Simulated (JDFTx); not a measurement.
Input for a modified build of JDFTx: methanesulfonate, CH3O3S (SMILES CS(=O)(=O)[O-]), charge -1, multiplicity 1, vacuum; lengths in bohr, energies in hartree. JDFTx counts charge in electrons: elec-initial-charge is the number of excess electrons.

```
lattice \
  22.2042819644 0.0000000000 0.0000000000 \
  0.0000000000 21.7318504332 0.0000000000 \
  0.0000000000 0.0000000000 21.7318504332
coords-type Cartesian
ion C -1.7795577250 -0.2080007244 -0.3613263300 0
ion S 1.7050521881 -0.2079991298 -0.3615516218 0
ion O 2.3983489620 -2.2896842831 -2.0437876676 0
ion O 2.3991155970 -0.6243031227 2.2822570675 0
ion O 2.3988451383 2.2896842831 -1.3230944425 0
ion H -2.3984933155 0.1120026288 -2.2822570675 0
ion H -2.3990529993 1.2955983230 0.8759889239 0
ion H -2.3991155970 -2.0313974431 0.3216572083 0
ion-species pseudo/c_pbe_v1.2.upf
ion-species pseudo/s_pbe_v1.4.upf
ion-species pseudo/o_pbe_v1.2.upf
ion-species pseudo/h_pbe_v1.4.upf
elec-cutoff 20 100
elec-ex-corr gga-PBE
symmetries none
coulomb-interaction Isolated
coulomb-truncation-embed 0 0 0
elec-n-bands 19
converge-empty-states yes
elec-initial-charge +1
electronic-scf nIterations 100 energyDiffThreshold 1e-8
dump-name s0.$VAR
dump End State Ecomponents EigStats BandEigs Forces ElecDensity IonicPositions
```

The minimisation and the closing blocks of the log:

```
Will mix electronic density at each iteration.
SCF: Cycle:  0   Etot: -65.690719462588703   dEtot: -5.213e-01   |Residual|: 6.007e-01   |deigs|: 5.476e-02
SCF: Cycle:  1   Etot: -66.033020819250908   dEtot: -3.423e-01   |Residual|: 1.985e-01   |deigs|: 3.160e-02
SCF: Cycle:  2   Etot: -66.056569192618582   dEtot: -2.355e-02   |Residual|: 8.411e-02   |deigs|: 2.786e-02
SCF: Cycle:  3   Etot: -66.060543926759962   dEtot: -3.975e-03   |Residual|: 2.569e-02   |deigs|: 1.557e-02
SCF: Cycle:  4   Etot: -66.060739153680984   dEtot: -1.952e-04   |Residual|: 9.342e-03   |deigs|: 1.773e-03
SCF: Cycle:  5   Etot: -66.060822883172904   dEtot: -8.373e-05   |Residual|: 4.754e-03   |deigs|: 1.588e-03
SCF: Cycle:  6   Etot: -66.060867908623010   dEtot: -4.503e-05   |Residual|: 8.099e-03   |deigs|: 4.651e-03
SCF: Cycle:  7   Etot: -66.060934506269916   dEtot: -6.660e-05   |Residual|: 2.485e-03   |deigs|: 5.421e-04
SCF: Cycle:  8   Etot: -66.060951150424899   dEtot: -1.664e-05   |Residual|: 2.818e-03   |deigs|: 2.218e-03
SCF: Cycle:  9   Etot: -66.060966952747762   dEtot: -1.580e-05   |Residual|: 1.233e-03   |deigs|: 1.286e-03
SCF: Cycle: 10   Etot: -66.060978123961846   dEtot: -1.117e-05   |Residual|: 9.740e-04   |deigs|: 1.118e-03
SCF: Cycle: 11   Etot: -66.060983440198953   dEtot: -5.316e-06   |Residual|: 7.114e-04   |deigs|: 1.317e-03
SCF: Cycle: 12   Etot: -66.060986514494090   dEtot: -3.074e-06   |Residual|: 4.970e-04   |deigs|: 1.020e-03
SCF: Cycle: 13   Etot: -66.060987928570555   dEtot: -1.414e-06   |Residual|: 2.764e-04   |deigs|: 7.441e-04
SCF: Cycle: 14   Etot: -66.060989255474695   dEtot: -1.327e-06   |Residual|: 2.587e-04   |deigs|: 8.461e-04
SCF: Cycle: 15   Etot: -66.060989560293919   dEtot: -3.048e-07   |Residual|: 1.239e-04   |deigs|: 2.006e-04
SCF: Cycle: 16   Etot: -66.060989888290351   dEtot: -3.280e-07   |Residual|: 1.190e-04   |deigs|: 2.255e-04
SCF: Cycle: 17   Etot: -66.060990067803459   dEtot: -1.795e-07   |Residual|: 5.833e-05   |deigs|: 1.149e-04
SCF: Cycle: 18   Etot: -66.060990170395741   dEtot: -1.026e-07   |Residual|: 4.051e-05   |deigs|: 1.813e-04
SCF: Cycle: 19   Etot: -66.060990225262799   dEtot: -5.487e-08   |Residual|: 2.434e-05   |deigs|: 1.338e-04
SCF: Cycle: 20   Etot: -66.060990259802395   dEtot: -3.454e-08   |Residual|: 1.200e-05   |deigs|: 2.772e-04
SCF: Cycle: 21   Etot: -66.060990278367584   dEtot: -1.857e-08   |Residual|: 8.727e-06   |deigs|: 1.502e-04
SCF: Cycle: 22   Etot: -66.060990288086060   dEtot: -9.718e-09   |Residual|: 5.563e-06   |deigs|: 5.606e-05
SCF: Cycle: 23   Etot: -66.060990293357591   dEtot: -5.272e-09   |Residual|: 3.912e-06   |deigs|: 9.324e-05
SCF: Converged (|Delta E|<1.000000e-08 for 2 iters).
Converging empty states (this may take a while): |deigs|: 1.710e-04

# Ionic positions in cartesian coordinates:
ion C  -1.779557725000000  -0.208000724400000  -0.361326330000000 0
ion S   1.705052188100000  -0.207999129800000  -0.361551621800000 0
ion O   2.398348962000000  -2.289684283100000  -2.043787667600000 0
ion O   2.399115597000000  -0.624303122700000   2.282257067499999 0
ion O   2.398845138300000   2.289684283100000  -1.323094442500000 0
ion H  -2.398493315500000   0.112002628800000  -2.282257067499999 0
ion H  -2.399052999300000   1.295598323000000   0.875988923900000 0
ion H  -2.399115597000000  -2.031397443099999   0.321657208300000 0

# Forces in Cartesian coordinates:
force C   0.019474912922086   0.000056292247596  -0.000030667115834 0
force S  -0.011448677644833  -0.000034225053712   0.000134877034585 0
force O   0.002158865496823  -0.011774201698341  -0.009548903810095 0
force O   0.002130731129903  -0.002315112771088   0.014906285905133 0
force O   0.002137044644916   0.014133145717007  -0.005445351604871 0
force H  -0.004861484033780   0.001879886088524  -0.011435495698969 0
force H  -0.004850162294717   0.008957435128636   0.007345857876159 0
force H  -0.004854217329131  -0.010871541290501   0.004107082313650 0

# Energy components:
   Eewald =      103.8962019399968852
       EH =      165.4540777385535364
     Eloc =     -359.6357909270927848
      Enl =        9.1745992560510565
      Exc =      -18.4201892273198879
 Exc_core =        1.9965583656558126
       KE =       31.4735525607977991
-------------------------------------
     Etot =      -66.0609902933575910


	eMin: -0.829052 at state 0 ( [ +0.000000 +0.000000 +0.000000 ] spin 0 )
	HOMO: -0.021895 at state 0 ( [ +0.000000 +0.000000 +0.000000 ] spin 0 )
```

The run took 24 electronic cycles; the highest occupied level lies at -0.60 eV from the vacuum level.
